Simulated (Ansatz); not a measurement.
## Is this Li3Ge4N structure a true minimum?

The cell was found from a proposed guess, not taken from experiment.

These are results of DFT PBE, scalar-relativistic, plane waves, PAW in Ansatz 0.2.0, not measurements. Settings: cutoff 420 eV, Γ-centred mesh 12×12×4 on the computed 8-atom cell, Gaussian smearing of 0.01 eV; no spin polarisation.

The cell below (8 atoms, space group P3m1 (No. 156)) is relaxed within its symmetry.

```yaml
crystal:
  lattice:
    - [3.96729, 0.00000, 0.00000]
    - [-1.98364, 3.43577, 0.00000]
    - [0.00000, 0.00000, 9.72870]
  atoms:
    - { symbol: Li, position: [0.00000, 0.00000, 0.17557] }
    - { symbol: Li, position: [0.33333, 0.66667, 0.03070] }
    - { symbol: Li, position: [0.66667, 0.33333, 0.95821] }
    - { symbol: Ge, position: [0.00000, 0.00000, 0.78289] }
    - { symbol: Ge, position: [0.33333, 0.66667, 0.32618] }
    - { symbol: Ge, position: [0.66667, 0.33333, 0.42767] }
    - { symbol: Ge, position: [0.66667, 0.33333, 0.68363] }
    - { symbol: N, position: [0.00000, 0.00000, 0.98015] }
```

For the test it was strained at random (σ = 1.5 % a component), the atoms were moved at random (σ = 0.10 Å), and all was relaxed again on a coarse 6×6×2 mesh (in the run’s order of axes) with 0.20 eV smearing, with no symmetry imposed.

Question: Does it come back?

Answer: It returns, within 1 meV/atom of the unmoved cell on that mesh and with the same symmetry when read at 0.1 Å. No instability shows in this cell; modes of other wave vectors, which need another repeat, aren't tested.
